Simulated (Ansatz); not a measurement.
Profile along the Sn–I line in CsSnI3 (cubic perovskite)

CsSnI3 (cubic perovskite)

Space group Pm-3m (No. 221); a = b = c = 6.2713 Å, α = β = γ = 90.00°

| atom | site | symmetry | x | y | z |
|---|---|---|---|---|---|
| Cs | 1a | m-3m | 0.0000 | 0.0000 | 0.0000 |
| Sn | 1b | m-3m | 0.5000 | 0.5000 | 0.5000 |
| I | 3c | 4/mm.m | 0.0000 | 0.5000 | 0.5000 |

Fields along a shortest Sn–I line of a {100} plane (3.14 Å), from Sn to I, interpolated on the slice's grid (step about 0.3 Å). Method: PBE (plane waves to 420 eV, PAW, scalar-relativistic; Ansatz, a program for electronic structure). k mesh 6×6×6. Inside the PAW spheres the values are not all-electron values, and peaks at nuclei hang on which shells count as valence. CsSnI3 was relaxed with its symmetry unable to fall. Spin-orbit coupling is left out, though I is heavy. This is a high-temperature form of CsSnI3.

```
distance from Sn (Å)  valence electron density (e/Å³)  electron localisation function  density of the highest valence band (e/Å³)  density of the lowest conduction band (e/Å³)
--------------------  -------------------------------  ------------------------------  ------------------------------------------  --------------------------------------------
0.00                                            16.44                               x                                       0.017                                         0.001
0.31                                            10.28                               x                                       0.035                                         0.009
0.63                                             2.93                            0.19                                       0.057                                         0.014
0.94                                             0.66                            0.34                                       0.047                                         0.067
1.26                                             0.25                            0.30                                       0.025                                         0.063
1.57                                             0.22                            0.41                                       0.023                                         0.037
1.88                                             0.38                            0.64                                       0.047                                         0.020
2.20                                             0.75                            0.61                                       0.078                                         0.014
2.51                                             3.18                            0.48                                       0.052                                         0.016
2.83                                            13.75                               x                                       0.007                                         0.016
3.14                                            19.08                               x                                       0.002                                         0.014
```

x: too close to a nucleus for the ELF to mean much. Band densities are of whole bands, smooth part only.

Density on the Sn–I line (3.14 Å) at its density minimum, 1.5 Å from Sn: 0.21 e/Å³. ELF at that point: 0.4. ELF maximum in the middle third of the Sn–I line: 0.64, 2.0 Å from Sn.
